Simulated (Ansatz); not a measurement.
Sb (diamond, Fd-3m) at seven volumes, the program Ansatz at the PBEsol level (PAW), scaled uniformly. One row is withheld.

```tsv
V (Å³/atom)	P (GPa)
36.950	3.98
38.168	?
39.386	1.13
40.605	0.00
41.823	-0.97
43.041	-1.79
44.259	-2.51
```

### Question
Fit the shown pressures and predict the withheld one.

### Answer
Third-order Birch–Murnaghan: P = (3/2)B₀(x^(7/2) − x^(5/2))[1 + (3/4)(B′ − 4)(x − 1)] with x = (V₀/V)^(2/3). Least squares on the six rows gives V₀ = 40.606 Å³/atom, B₀ = 34.74 GPa, B′ = 4.11. At V = 38.168, x = 1.0421 and P = 2.44 GPa. The run itself gave 2.45 GPa.

The start of the workflow was typed in or built on a structure type; neither database checked (COD, Materials Project) lists it. It is not the phase usual at ambient conditions (space group No. 166). The PBEsol relaxation kept the symmetry of its start. At this level the phase is mechanically unstable. Spin–orbit coupling is left out wherever it is not named.

Potentials: the earlier of the program's two PAW sets. The files were generated under PBE; for other functionals the program regenerates the frozen cores, and for LDA and PBEsol the local potential too.
